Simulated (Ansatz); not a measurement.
# Property card for Cs3Sb4Se

Computed with Ansatz, DFT PBE, scalar-relativistic, plane waves, PAW.

Cutoff 420 eV; k points 6×6×6 on the computed 8-atom cell (Γ-centred); Gaussian smearing, width 0.10 eV; no spin polarisation.

The structure is relaxed at this level of theory with its symmetry kept, and needn't be the ground state of this composition.

Space group Pm-3m (No. 221), cubic, a = 7.197 Å. Around Cs lie 6 Sb at 3.60 Å; Sb on a site of symmetry m-3m is surrounded by 6 Cs at 3.60 Å; Sb on a site of symmetry 4/mmm has 2 Se at 3.60 Å and 4 Cs at 3.60 Å; Se has 6 Sb at 3.60 Å.

| Item | Value |
| --- | --- |
| Volume per atom | 46.60 Å³ |
| Formation energy from the elements' standard states (uncorrected) | +0.624 eV/atom |
| Kohn–Sham band gap | none (metal) |
| Density of states at the Fermi level | 26.0 states/eV per cell |
| Orbital (Löwdin) character within 0.5 eV of the Fermi level | Sb 5p 90 % |
| Bader charge by site (e) | Cs (3 in the cell) 0.60, Sb (1 in the cell) -0.59, Sb (3 in the cell) -0.21, Se (1 in the cell) -0.57 |

Spin-orbit coupling is left out, which matters for the bands of heavy elements. Spin polarisation was left out, and a magnetic state may lie lower.

The cell was found from a structure generator's guess, not taken from experiment. Löwdin shares on free-atom orbitals overweight diffuse shells.
